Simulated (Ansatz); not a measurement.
# AlNi3 (Cu3Au type), scan of one atom of the cell

AlNi$_{3}$ (Cu3Au type)

```xyz
4
Lattice="3.5668 0.0000 0.0000 0.0000 3.5668 0.0000 0.0000 0.0000 3.5668" Properties=species:S:1:pos:R:3 pbc="T T T"
Ni     0.0000     1.7834     1.7834
Ni     1.7834     1.7834     0.0000
Ni     1.7834     0.0000     1.7834
Al     0.0000     0.0000     0.0000
```

In this cell atom 1 (Ni, nearest neighbour Ni at 2.522 Å; its periodic images, 3.6 Å or more away, move with it) is moved by s towards the nearest neighbour, unit vector (-0.707, -0.707, 0.000); all other atoms and the cell stay fixed.

Calculation: PBE (plane waves to 420 eV, PAW, scalar-relativistic; Ansatz, a quantum-chemistry and plane-wave program). k mesh 11×11×11 (Γ-centred), Fermi-Dirac smearing 0.05 eV. Energies are smeared free energies. Stress and pressure are positive under compression. With partly filled bands, energies and forces of such displacements shift with the k mesh and the smearing. F⊥ is the part of the force across the line. AlNi3 was relaxed with its symmetry unable to fall. Relaxed AlNi3 ends ferromagnetic. The magnetic order is the one the run started from; other orders were not tried. ΔE is measured from the undisplaced structure.

```tsv
s (Å)	ΔE (meV/cell)	moment (μB/cell)	P (GPa)	|F⊥| (eV/Å)
-0.500	1303	0.52	14.4	0.043
-0.400	777	0.59	8.9	0.017
-0.300	413	0.65	4.9	0.002
-0.200	176	0.70	2.1	0.003
-0.100	43	0.72	0.5	0.003
0.000	0	0.73	0.0	0.000
0.100	43	0.72	0.5	0.003
0.200	176	0.70	2.1	0.003
0.300	413	0.65	4.9	0.002
0.400	777	0.59	8.9	0.017
0.500	1303	0.52	14.4	0.043
```

What the scan shows:

* **Energy at s = 0.500 Å**: 1303 meV/cell
* **Force along the line at s = -0.500 Å**: 6.23 eV/Å
* **Symmetry of the curve**: even: the same for both signs
* **Shape of the curve**: a single well with its minimum at or next to zero displacement
* **Force constant k = d²E/ds² at s = 0 (finite differences)**: 8.50 eV/Å²
* **Harmonic estimate at the end of the scan**: ½ks² = 1063 meV/cell against the computed 1303 meV/cell, so the well is stiffer than harmonic there

(A displaced cell: forces are minus the slopes of the energy, force constants its curvatures, and phonons follow from these.)
